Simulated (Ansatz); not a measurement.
System: CsCu4S3, a cell derived from the structure in space group 123 by a strain and random displacements, 8 atoms in the cell.

Theory: Ansatz 0.2.0 development build, r²SCAN, plane waves, PAW datasets (generated hard set).

Cutoff 850 eV; k-mesh 3×3×1 Γ-centred; Fermi–Dirac smearing of 0.15 eV; no spin polarisation; no spin–orbit coupling.

```
Cs Cu S
1.0
     4.02115   -0.02212   -0.01547
    -0.02212    3.91305    0.01010
    -0.03777    0.02465    9.51842
Cs Cu S
1 4 3
Direct
  0.37592 0.00920 0.75862
  0.87169 0.03565 0.39602
  0.85527 0.00814 0.10507
  0.37614 0.53915 0.10514
  0.35066 0.50281 0.40056
  0.85950 0.52548 0.98818
  0.87313 0.50553 0.53513
  0.36531 0.01495 0.26249
```

Forces on the other atoms:

| atom | Fx (eV/Å) | Fy (eV/Å) | Fz (eV/Å) |
| --- | --- | --- | --- |
| Cs1 | -0.060 | 0.037 | -0.085 |
| Cu4 | -0.328 | -0.086 | 0.085 |
| Cu5 | 0.214 | 0.176 | 0.343 |
| S6 | 0.371 | -0.535 | -0.228 |
| S7 | -0.214 | 0.380 | -0.409 |
| S8 | 0.060 | -0.092 | -0.228 |

Question: What forces (eV/Å) act on Cu3 and Cu2, and what is the pressure?

Answer: Cu3: (0.050, 0.473, 0.219); Cu2: (-0.093, -0.352, 0.303). The pressure is 0.44 GPa.

The stress includes the program's correction for the finite plane-wave basis.

The k-mesh is coarse, so these values belong to this mesh and can lie far from the converged ones. Potentials made with PBE were used with another functional.
